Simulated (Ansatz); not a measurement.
The cell below belongs to a search over invented structures; it isn't taken from experiment.

Input and command of a plane-wave DFT calculation in Ansatz:

```yaml
crystal:
  lattice:
    - [-3.5916074934, 3.5916074934, 2.1186289747]
    - [3.5916074934, -3.5916074934, 2.1186289747]
    - [3.5916074934, 3.5916074934, -2.1186289747]
  atoms:
    - { symbol: Zr, position: [0.6112801197, 0.8083869057, 0.4196670254] }
    - { symbol: Zr, position: [0.3887198803, 0.1916130943, 0.5803329746] }
    - { symbol: Zr, position: [0.1916130943, 0.6112801197, 0.802893214] }
    - { symbol: Zr, position: [0.8083869057, 0.3887198803, 0.197106786] }
    - { symbol: Ag, position: [0.0, 0.0, 0.0] }
basis:
  ecutwfc: 500
kpoints:
  mp_grid: { grid: [8, 8, 8] }
  band_path:
    path:
      - [[0.0, 0.0, 0.0], [-0.5, 0.5, 0.0], [-0.5, 0.5, 0.5], [0.0, 0.0, 0.0], [-0.33699055, -0.33699055, 0.33699055]]
      - [[-0.66300945, 0.33699055, 0.66300945], [-0.5, 0.5, 0.5]]
      - [[-0.5, 0.5, 0.0], [-0.75, 0.25, 0.25], [-0.5, 0.0, 0.5], [0.0, 0.0, 0.0]]
    npoints: 14
hamiltonian:
  xc: r2scan
scf:
  occupations: { method: gaussian, width: 0.1 }
  n_extra_bands: 12
output:
  forces: true
  stress: true
  eigenvalues: true
  populations: true
  dos: { projected: true, de: 0.02, nscf_kmesh: { grid: [10, 10, 10] } }
  bader: true
  write_density: true
  write_potential: true
  elf: true
  volumetric_format: npy
```

```bash
ansatz run input.yaml --threads 1 --pin off --max-ram 2560MiB --backend cpu --events-out ev --progress --plain --runs-dir out
```

Processor: Intel(R) Xeon(R) 6975P-C (Granite Rapids), 1 thread, on a host shared with other jobs.

Task: How long does it run, and how much memory does it take?

Result: About 96 s, peak memory 1.1 GiB. It solves 46 bands at 78 k points (after reduction by symmetry) with about 2771 plane waves, in 8 SCF iterations.
